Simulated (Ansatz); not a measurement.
This CdSe structure is the end of a relaxation. It was relaxed at this level from a cell as deposited in COD.

All numbers below come from DFT PBE, scalar-relativistic, plane waves, PAW (Ansatz 0.2.0). Cutoff 420 eV, Γ-centred mesh, Gaussian smearing, no spin polarisation.

```yaml
crystal:
  lattice:
    - [4.38379, 0.00000, 0.00000]
    - [-2.19190, 3.79648, 0.00000]
    - [0.00000, 0.00000, 7.15294]
  atoms:
    - { symbol: Cd, position: [0.66667, 0.33333, 0.99962] }
    - { symbol: Cd, position: [0.33333, 0.66667, 0.49962] }
    - { symbol: Se, position: [0.66667, 0.33333, 0.37538] }
    - { symbol: Se, position: [0.33333, 0.66667, 0.87538] }
```

Energies over the elements count from the elements' standard structures at the same level, with no fitted energy shifts.

Q: What space group does it have?

A: P6_3mc (No. 186), the wurtzite type. Conventional cell: a = 4.384 Å, c = 7.153 Å. Around Cd lie 4 Se at 2.68–2.69 Å; around Se lie 4 Cd at 2.68–2.69 Å.

Q: How far does it lie from the elements in energy?

A: −0.632 eV/atom. Whether it is stable depends on the other phases of the system, which aren't compared here.

Q: Is it a metal?

A: No, the gap on the 12×12×6 mesh is 0.54 eV.

The last run used a 12×12×6 mesh (in the run's order of axes) for its 4-atom cell and Gaussian smearing of 0.02 eV. Kohn–Sham gaps at this level usually fall short of measured ones. The reference form of Se is held partly by dispersion forces, which this level lacks. A structure relaxed within its symmetry needn't be a true minimum.
